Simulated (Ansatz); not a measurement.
Ansatz 0.2.0, settings compared: Y2MoH2

Run with:

```bash
ansatz run input.yaml --threads 1 --pin off --max-ram 2560MiB --backend cpu --events-out ev --progress --plain --runs-dir out
```

Input:

```yaml
crystal:
  lattice:
    - [1.874335, 3.24644, 0.0]
    - [-1.874335, 3.24644, 0.0]
    - [0.0, 0.0, 6.149987]
  atoms:
    - { symbol: H, position: [0.3333, 0.3334, 0.607] }
    - { symbol: H, position: [0.6667, 0.6666, 0.393] }
    - { symbol: "Y", position: [0.3333, 0.3334, 0.2265] }
    - { symbol: "Y", position: [0.6667, 0.6666, 0.7735] }
    - { symbol: Mo, position: [0.0, 0.0, 0.0] }
  symmetry: { tolerance: 0.0003 }
kpoints:
  mp_grid: { grid: [6, 6, 3], shift: [0, 0, 0] }
magnetization:
  spin_polarized: false
scf:
  occupations: { method: fermi_dirac }
hamiltonian:
  pseudopotentials: { kind: paw }
  xc: r2scan
basis:
  ecutwfc: 500
output:
  forces: true
  stress: true
  eigenvalues: true
  write_density: true
  write_potential: true
  elf: true
  volumetric_format: npy
```

Origin of the cell: a known structure type with other elements, at an estimated volume, so it need not be a known compound.

The smearing width isn't typed, so it takes its default of 0.1 eV.

Output of this run (shortened):

```
Warning: the atoms were moved onto the symmetric positions of the space group found under crystal.symmetry.tolerance 3.0e-4 (fractional; no operation is sought that the atoms, as they stand i […]
Pseudopotentials: kind: paw
Pseudopotential: H, paw, valence charge 1, recommended cutoff 500 eV (meta_gga), H.paw.azcp
Pseudopotential: Y, paw, valence charge 11, recommended cutoff 500 eV (meta_gga), Y.paw.azcp
Pseudopotential: Mo, paw, valence charge 14, recommended cutoff 500 eV (meta_gga), Mo.paw.azcp
Functional definition: r2SCAN
  exchange = r2scan_x(k0 = k0, k1 = k1, a1 = a1)
  correlation = r2scan_c
Crystal: 5 atoms, lattice volume = 74.844 Å³
Basis set: ecut = 500 eV, 1919 PW (Γ), exchange–correlation on 120×120×180 points (64 copies of the dense FFT grid, shifted against one another)
Bands: 24, of which v1, the nominal top of the filled ones, is band 19 counted from 1 (18 counted from 0)
[… 11 lines left out …]
Initial density: superposition of atomic densities (neutral atoms: chi_scale 0, normalization atom), corrected by the library's trained network
Functional: x = r2scan, c = r2scan; τ floored in thin density (d = 2e-4 eV/Å³)
SCF iter   1: F=—  HF=-12715.393098 eV  Δρ=1.13e-2  dr2=2.15e-1  dr2_τ=4.83e-2
SCF iter   2: F=—  HF=-12715.558741 eV  Δρ=6.64e-3  dr2=4.49e-2  dr2_τ=6.50e-3
SCF iter   3: F=—  HF=-12715.556845 eV  Δρ=3.45e-3  dr2=1.81e-2  dr2_τ=7.37e-4
SCF iter   4: F=—  HF=-12715.556590 eV  Δρ=1.03e-3  dr2=9.02e-4  dr2_τ=4.24e-5
SCF iter   5: F=—  HF=-12715.556762 eV  Δρ=1.94e-4  dr2=7.84e-5  dr2_τ=3.12e-6
SCF iter   6: F=—  HF=-12715.556773 eV  Δρ=6.32e-5  dr2=6.56e-6  dr2_τ=2.16e-7
SCF iter   7: F=—  HF=-12715.556774 eV  Δρ=1.88e-5  dr2=4.98e-7  dr2_τ=9.41e-9
SCF iter   8: F=-12715.556774 eV  HF=-12715.556774 eV  Δρ=5.40e-6  dr2=2.65e-8  dr2_τ=1.92e-9
SCF 1 converged in 8 iterations: F = -12715.556774 eV  dr2 = 2.65e-8
SCF converged after 8 iterations
Free energy (F): -12715.556774 eV
Harris-Foulkes:  -12715.556774 eV  (|F-HF|=9.28e-9)
Internal energy: -12715.389175 eV  (E = F + TS)
E sigma→0 (E₀):  -12715.472975 eV
Entropy (-TS):   -0.167599 eV (-33.520 meV/atom)
Fermi energy:    12.213135 eV
--- Per-component energies (eV) ---
  E_band       = -334.118018
  E_kinetic    = 1103.263914
  E_local      = -2843.668615  (includes V_loc(G=0)·N_el)
  E_nonlocal   = 255.335993
  E_hartree    = 1047.083101
  E_xc         = -538.573534
  E_vxc        = -734.994314  (∫ρ·V_xc dr)
  E_paw        = -8906.112514  (= ΣΔE_a)
  E_vpaw       = -251.474494  (= ΣTr[D̂ρ^β])
  E_aug_tail   = -0.000739  (compensation charges beyond the density's cutoff)
  E_vtau       = 43.249748  (kinetic-family band-sum trace: ∫τ·v_τ [+ j·A + Jᵃ·Aᵃ] dr)
  E_ewald      = -2832.187671
  E_core_change = -0.529111  (= ΣΔE_core)
  E_smearing   = -0.167599  (= −TS)
  Σ components = -12715.556774   (vs F -12715.556774, Δ=0.00e0)
--- Forces (eV/Å), atoms counted from 1 ---
  atom   1  H     -0.000000     0.000000     0.205713
  atom   2  H      0.000000     0.000000    -0.205713
  atom   3  Y      0.000000    -0.000000     5.432511
  atom   4  Y     -0.000000     0.000000    -5.432511
  atom   5  Mo    -0.000000    -0.000000     0.000000
  max |Σ_I F_I| component: 6.65e-18 eV/Å
--- Stress (GPa, compression-positive) ---
       15.659228      -0.000000       0.000000
       -0.000000      15.659228       0.000000
        0.000000      -0.000000      29.708642
  P = ⅓ Tr σ = 20.3424 GPa (203.424 kbar)
```

The same input was run again with these changes:

1. `kpoints.mp_grid.shift` [0, 0, 0] → [0.5, 0.5, 0.5]; `kpoints.mp_grid.grid` [6, 6, 3] → [5, 5, 2]
2. `scf.convergence.dr2_threshold` default → 1.0e-09
3. `magnetization` { spin_polarized: false } → { spin_polarized: true } (starts: flip); typed moments: none
4. `scf.algorithm` default → density_mixing

```csv
run,end,SCF iterations,P (GPa),max force component (eV/Å),moment (μB),ΔE(σ→0) (meV/atom)
base,converged,8,20.34,5.433,–,0
1,converged,9,20.52,5.600,–,-9.61
2,converged,10,20.34,5.432,–,0.00
3,converged,19,20.76,5.484,1.12,-33.16
4,converged,8,20.34,5.433,–,0.00
```

Energies are compared only where functional, datasets, charge and starting cell are the same.

Not properties of the system: run 1 (too coarse or loose: `kpoints.mp_grid.grid` = [5, 5, 2]).

Caveats of the base run: no moments, though an odd count or open d shells may carry them; the given cell is far from equilibrium, with atoms too close or a volume far off; the k mesh is coarse if the cell is a metal.

Run 1: the k mesh keeps only part of the crystal's symmetry.
Run 3: one start, so the magnetic state may not be the lowest; spin is on but no moment was typed.

The base run ran for 4.2 s on 1 thread of AMD EPYC 9R14 (Zen 4), with other jobs on the host, peak memory 0.58 GiB, from the program's own first density.
